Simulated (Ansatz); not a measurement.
### Question
Name crystals whose computed values (the program Ansatz at the PBEsol level (PAW)) fall in these windows: gap (eV) 0.21 to 0.28; electron conductivity mass (mₑ) 0.18 to 0.22; B₀ by P(V) fit (GPa) 37 to 52.

### Answer


| crystal | gap (eV) | electron conductivity mass (mₑ) | B₀ by P(V) fit (GPa) |
|---|---|---|---|
| CdAs2, I4_122 (Cd on 4a, As on 8f) | 0.27 | 0.20 | 43.4 |
Others may fit too.

Standing as an ambient phase not checked: CdAs2, I4_122 (Cd on 4a, As on 8f). The cell was relaxed under the symmetry of its start. Spin–orbit coupling is left out wherever it is not named.

Potentials: the later of the program's two PAW sets.
